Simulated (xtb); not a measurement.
xtb single point, GFN2-xTB, GBSA implicit acetonitrile, on iodine monochloride, ICl (SMILES ClI), charge 0, multiplicity 1.

```
xtb m.xyz --gfn 2 --chrg 0 --uhf 0 --norestart --sp --gbsa acetonitrile

2

Cl     1.153016    -0.017783     0.009291
I     -1.153016     0.017783    -0.009291
```

The program's output:

```

          ...................................................
          :                      SETUP                      :
          :.................................................:
          :  # basis functions                  20          :
          :  # atomic orbitals                  18          :
          :  # shells                            6          :
          :  # electrons                        14          :
          :  max. iterations                   250          :
          :  Hamiltonian                  GFN2-xTB          :
          :  restarted?                      false          :
          :  GBSA solvation                   true          :
          :  PC potential                    false          :
          :  electronic temp.          300.0000000     K    :
          :  accuracy                    1.0000000          :
          :  -> integral cutoff          0.2500000E+02      :
          :  -> integral neglect         0.1000000E-07      :
          :  -> SCF convergence          0.1000000E-05 Eh   :
          :  -> wf. convergence          0.1000000E-03 e    :
          :  Broyden damping             0.4000000          :
          :  net charge                          0          :
          :  unpaired electrons                  0          :
          ...................................................

 iter      E             dE          RMSdq      gap      omega  full diag
   1     -8.3723117 -0.837231E+01  0.175E+01    3.22       0.0  T
   2     -8.3737689 -0.145715E-02  0.104E+01    3.12       1.0  T
   3     -8.3746713 -0.902373E-03  0.211E+00    2.97       1.0  T
   4     -8.3747616 -0.903377E-04  0.122E+00    2.99       1.0  T
   5     -8.3752191 -0.457497E-03  0.486E-01    3.00       1.0  T
   6     -8.3753668 -0.147726E-03  0.245E-01    3.01       1.0  T
   7     -8.3754364 -0.696130E-04  0.152E-01    3.03       1.0  T
   8     -8.3754597 -0.232888E-04  0.724E-03    3.04       9.8  T
   9     -8.3754597 -0.182540E-09  0.266E-03    3.04      26.6  T
  10     -8.3754597 -0.356657E-10  0.528E-05    3.04    1339.2  T
  11     -8.3754597 -0.834888E-13  0.231E-05    3.04    3056.3  T

   *** convergence criteria satisfied after 11 iterations ***

         #    Occupation            Energy/Eh            Energy/eV
      -------------------------------------------------------------
         1        2.0000           -1.0892848             -29.6409
         2        2.0000           -0.7663299             -20.8529
         3        2.0000           -0.5325741             -14.4921
         4        2.0000           -0.4874404             -13.2639
         5        2.0000           -0.4874404             -13.2639
         6        2.0000           -0.4275449             -11.6341
         7        2.0000           -0.4275449             -11.6341 (HOMO)
         8                         -0.3158064              -8.5935 (LUMO)
         9                         -0.0215070              -0.5852
        10                         -0.0215070              -0.5852
        11                         -0.0211567              -0.5757
        12                         -0.0211567              -0.5757
       ...                                ...                  ...
        18                          0.4500687              12.2470
      -------------------------------------------------------------
                  HL-Gap            0.1117385 Eh            3.0406 eV
             Fermi-level           -0.3716757 Eh          -10.1138 eV


         :::::::::::::::::::::::::::::::::::::::::::::::::::::
         ::                     SUMMARY                     ::
         :::::::::::::::::::::::::::::::::::::::::::::::::::::
         :: total energy              -8.372978946528 Eh    ::
         :: total w/o Gsasa/hb        -8.367052214799 Eh    ::
         :: gradient norm              0.000592274252 Eh/a0 ::
         :: HOMO-LUMO gap              3.040559071925 eV    ::
         ::.................................................::
         :: SCC energy                -8.375459719433 Eh    ::
         :: -> isotropic ES            0.000224667955 Eh    ::
         :: -> anisotropic ES         -0.002355968052 Eh    ::
         :: -> anisotropic XC         -0.004416524182 Eh    ::
         :: -> dispersion             -0.001019046872 Eh    ::
         :: -> Gsolv                  -0.006020973142 Eh    ::
         ::    -> Gelec               -0.000094241413 Eh    ::
         ::    -> Gsasa               -0.007974007081 Eh    ::
         ::    -> Ghb                  0.000000000000 Eh    ::
         ::    -> Gshift               0.002047275352 Eh    ::
         :: repulsion energy           0.002480772906 Eh    ::
         :: add. restraining           0.000000000000 Eh    ::
         :: total charge               0.000000000000 e     ::
         :::::::::::::::::::::::::::::::::::::::::::::::::::::

           -------------------------------------------------
          |                Property Printout                |
           -------------------------------------------------

    * Orbital Energies and Occupations

         #    Occupation            Energy/Eh            Energy/eV
      -------------------------------------------------------------
         1        2.0000           -1.0892848             -29.6409
         2        2.0000           -0.7663299             -20.8529
         3        2.0000           -0.5325741             -14.4921
         4        2.0000           -0.4874404             -13.2639
         5        2.0000           -0.4874404             -13.2639
         6        2.0000           -0.4275449             -11.6341
         7        2.0000           -0.4275449             -11.6341 (HOMO)
         8                         -0.3158064              -8.5935 (LUMO)
         9                         -0.0215070              -0.5852
        10                         -0.0215070              -0.5852
        11                         -0.0211567              -0.5757
        12                         -0.0211567              -0.5757
        13                         -0.0121366              -0.3303
        14                         -0.0121366              -0.3303
        15                         -0.0069039              -0.1879
        16                          0.0191095               0.5200
        17                          0.0191095               0.5200
        18                          0.4500687              12.2470
      -------------------------------------------------------------
                  HL-Gap            0.1117385 Eh            3.0406 eV
             Fermi-level           -0.3716757 Eh          -10.1138 eV

     #   Z          covCN         q      C6AA      α(0)
     1  17 Cl       0.906    -0.050   100.710    15.353
     2  53 I        0.906     0.050   368.144    33.122

 Mol. C6AA /au·bohr⁶  :        851.860827
 Mol. C8AA /au·bohr⁸  :      61726.047455
 Mol. α(0) /au        :         48.475044

Wiberg/Mayer (AO) data.
largest (>0.10) Wiberg bond orders for each atom

 ---------------------------------------------------------------------------
     #   Z sym  total        # sym  WBO       # sym  WBO       # sym  WBO
 ---------------------------------------------------------------------------
     1  17 Cl   1.190 --     2 I    1.190
     2  53 I    1.190 --     1 Cl   1.190
 ---------------------------------------------------------------------------


molecular dipole:
                 x           y           z       tot (Debye)
 q only:       -0.219       0.003      -0.002
   full:        1.061      -0.016       0.009       2.697
molecular quadrupole (traceless):
                xx          xy          yy          xz          yz          zz
 q only:        0.000      -0.000      -0.000       0.000      -0.000      -0.000
  q+dip:       -3.241       0.075       1.620      -0.039       0.001       1.621
   full:       -0.947       0.022       0.473      -0.011       0.000       0.474

           -------------------------------------------------
          | TOTAL ENERGY               -8.372978946528 Eh   |
          | GRADIENT NORM               0.000592274252 Eh/α |
          | HOMO-LUMO GAP               3.040559071925 eV   |
           -------------------------------------------------
```

The total energy is -227.84 eV, -0.16 eV from the same level's vacuum run.
